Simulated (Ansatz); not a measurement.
**Computed properties of Pb2Au**

Pb2Au:
```
CELL_PARAMETERS angstrom
     -3.69931     3.69931     2.87402
      3.69931    -3.69931     2.87402
      3.69931     3.69931    -2.87402
ATOMIC_POSITIONS crystal
  Au 0.75000 0.75000 0.00000
  Au 0.25000 0.25000 0.00000
  Pb 0.16039 0.66039 0.82078
  Pb 0.66039 0.83961 0.50000
  Pb 0.83961 0.33961 0.17922
  Pb 0.33961 0.16039 0.50000
```

Space group I4/mcm (No. 140); conventional cell a = 7.3986 Å, b = 7.3986 Å, c = 5.7480 Å, α = 90.00°, β = 90.00°, γ = 90.00°.

Method: the program Ansatz at the r²SCAN level (PAW). The cell and atoms are relaxed at this level. Other levels are named where they apply.

### Cell and energy

```
Property                                                       Result
-----------------------------------------------------  --------------
Volume per atom                                              26.22 Å³
Density                                                   12.91 g/cm³
Formation energy from the elements (no fitted shifts)  -0.082 eV/atom
```

### Electronic structure

```
Property                                                                     Value
------------------------------------  --------------------------------------------
Electronic character                                             metallic (no gap)
Density of states at the Fermi level  0.35 states/eV per atom (mean over ±0.08 eV)
```

### Charges

```
Item                         Result
-------------  --------------------
Bader charges  Au -0.59, Pb +0.29 e
```

The workflow started from an entry of the Crystallography Open Database (COD). Whether it is the stable phase at ambient conditions was not checked. The cell was relaxed with r²SCAN under the symmetry of its start; its stability against distortions is not shown here. Axis ratios of metals converge slowly with the k-mesh, so a and c are less sure than the volume. The references are the lowest solids computed at this level, not always the standard phases. Scalar-relativistic: spin–orbit coupling is off unless named, which matters more the heavier the elements.

Potentials: the later of the program's two PAW sets.
